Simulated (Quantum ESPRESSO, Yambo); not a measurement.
**Levels of theory for the gap of AlN**

AlN (wurtzite, space group P6_3mc, No. 186): one geometry, one set of norm-conserving PBE (Quantum ESPRESSO, 84 Ry, without SOC) orbitals, self-energies from Yambo (6×6×4 Γ-centred k mesh, 77 bands and a 8 Ry block in the screening, 77 bands in G with the Bruneval-Gonze terminator, plasmon pole fitted at 27.2 eV).

The geometry is that of Materials Project entry mp-661, symmetrised and not relaxed again.

| level | gap Γ → Γ (eV) | rough Yambo cost |
|---|---|---|
| PBE (Quantum ESPRESSO) | 4.06 | – |
| exchange only (Hartree-Fock self-energy on PBE orbitals) | 12.31 | about 1/10 (12 states) |
| static COHSEX@PBE | 6.50 | within a factor of two (2 states) |
| G0W0@PBE, plasmon pole | 5.38 | 1 (12 states) |

Bare exchange has no screening and gives the widest gap; static COHSEX screens it but leaves out the frequency dependence, which G0W0 restores.

Costs are rough ratios of core time on shared machines.

Convergence of the G0W0 settings was not tested.
